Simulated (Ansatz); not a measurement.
Geometry optimisation in Ansatz: input, command and trajectory.

```yaml
crystal:
  lattice:
    - [3.8276647203, 0.0, 0.0]
    - [-1.9138323601, 3.314854885, 0.0]
    - [0.0, 0.0, 5.8250641897]
  atoms:
    - { symbol: Sn, position: [0.0, 0.0, 0.0] }
    - { symbol: Se, position: [0.3333333333, 0.6666666667, 0.2750013245] }
    - { symbol: Se, position: [0.6666666667, 0.3333333333, 0.7249986755] }
basis:
  ecutwfc: 420
kpoints:
  mp_grid: { grid: [12, 12, 6] }
hamiltonian:
  xc: pbesol
  dispersion: d3bj
scf:
  occupations: { method: gaussian, width: 0.02 }
output:
  forces: true
  stress: true
  eigenvalues: true
relax:
  adjacent_minimum: "off"
  f_tol: 0.01
  max_steps: 30
  cell: { stress_tol: 0.1, fix: [volume] }
```

```bash
ansatz run input.yaml --threads 1 --pin off --max-ram 2560MiB --backend cpu --events-out ev --progress --plain --runs-dir out
```

Level of theory: Ansatz 0.2.0, DFT PBEsol+D3(BJ), scalar-relativistic, plane waves, PAW.

The volume is held at 1.03 times that of the relaxed cell.

Of 5 frames 4 are shown, positions in Å and forces in eV/Å; the SCF threshold varies from step to step. Steps run on the plane waves of an earlier cell, with a Pulay correction in the pressure. The basis is chosen afresh for the last frame, the zero of the energies, and at times for earlier ones too; energy and pressure step there, also at an unchanged geometry. The mark taken_back stands on steps that the optimiser undid.

```xyz
3
Lattice="3.8277 0.0000 0.0000 -1.9138 3.3149 0.0000 0.0000 0.0000 5.8251" Properties=species:S:1:pos:R:3:forces:R:3 pbc="T T T" step=1 free_energy_over_end_meV_per_atom=2.39 pressure_GPa=-2.14
Sn    0.0000    0.0000    0.0000    0.0000    0.0000    0.0000
Se    0.0000    2.2099    1.6019    0.0000    0.0000   -0.2172
Se    1.9138    1.1050    4.2232    0.0000    0.0000    0.2172
3
Lattice="3.8241 0.0000 0.0000 -1.9120 3.3117 0.0000 0.0000 0.0000 5.8361" Properties=species:S:1:pos:R:3:forces:R:3 pbc="T T T" step=2 free_energy_over_end_meV_per_atom=6.08 pressure_GPa=0.14 taken_back
Sn    0.0000    0.0000    0.0000    0.0000    0.0000    0.0000
Se    0.0000    2.2078    1.5376    0.0000    0.0000    0.4098
Se    1.9120    1.1039    4.2984    0.0000    0.0000   -0.4098
3
Lattice="3.8150 0.0000 0.0000 -1.9075 3.3039 0.0000 0.0000 0.0000 5.8639" Properties=species:S:1:pos:R:3:forces:R:3 pbc="T T T" step=3 free_energy_over_end_meV_per_atom=0.12 pressure_GPa=-1.26
Sn    0.0000    0.0000    0.0000    0.0000    0.0000    0.0000
Se    0.0000    2.2026    1.5840    0.0000    0.0000   -0.0116
Se    1.9075    1.1013    4.2799    0.0000    0.0000    0.0116
3
Lattice="3.8074 0.0000 0.0000 -1.9037 3.2973 0.0000 0.0000 0.0000 5.8874" Properties=species:S:1:pos:R:3:forces:R:3 pbc="T T T" step=5 free_energy_over_end_meV_per_atom=0.00 pressure_GPa=-1.07
Sn    0.0000    0.0000    0.0000    0.0000    0.0000    0.0000
Se    0.0000    2.1982    1.5847    0.0000    0.0000    0.0088
Se    1.9037    1.0991    4.3027    0.0000    0.0000   -0.0088
```

Time: 61 s on 1 thread of Intel(R) Xeon(R) Platinum 8259CL CPU @ 2.50GHz (Skylake/Cascade Lake), on a shared host, peak memory 0.54 GiB.